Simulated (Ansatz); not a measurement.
Below is a relaxed structure of GeSb₂Te₄. It was relaxed at this level from a Materials Project cell.

Method: Ansatz 0.2.0, DFT PBE, scalar-relativistic, plane waves, PAW. Cutoff 420 eV, Γ-centred mesh, Gaussian smearing, no spin polarisation.

```
CELL_PARAMETERS angstrom
2.16287 1.24874 13.15517
-2.16287 1.24874 13.15517
0.00000 -2.49747 13.15517
ATOMIC_POSITIONS crystal
Ge 0.00000 0.00000 0.00000
Sb 0.14077 0.14077 0.14077
Sb 0.85923 0.85923 0.85923
Te 0.43003 0.43003 0.43003
Te 0.56997 0.56997 0.56997
Te 0.29181 0.29181 0.29181
Te 0.70819 0.70819 0.70819
```

Formation energies are uncorrected and refer to the elements' standard structures at the same level.

Question: Find its symmetry and describe it.

Answer: R-3m (No. 166). Conventional cell: a = 4.326 Å, c = 39.466 Å. Ge has 6 Te at 2.99 Å; Sb is surrounded by 3 Te at 3.04 Å and 3 Sb at 3.23 Å; Te on its first site is surrounded by 3 Sb at 3.04 Å and 3 Te at 3.31 Å; Te on its second site has 3 Ge at 2.99 Å and 3 Te at 3.31 Å.

Question: How far does it lie from the elements in energy?

Answer: +0.01 eV/atom. The formation energy is too near zero to say whether this cell lies below the elements.

Question: Is it a metal?

Answer: Yes, bands cross the Fermi level on the 12×12×12 mesh.

The last run used a 12×12×12 mesh for its 7-atom cell and Gaussian smearing of 0.10 eV. The k mesh leaves some 4 meV/atom of noise in the energy of each metallic cell. These runs have no spin–orbit coupling, which can matter for Sb and Te. The reference form of Te is held partly by dispersion forces, which this level lacks. Symmetry constrained the relaxation, so the result can be a saddle point. Another cell of GeSb2Te4 relaxed alike, in I-4m2 (a Materials Project cell), lies 14 meV/atom lower, so this cell isn't the stable form at this level.
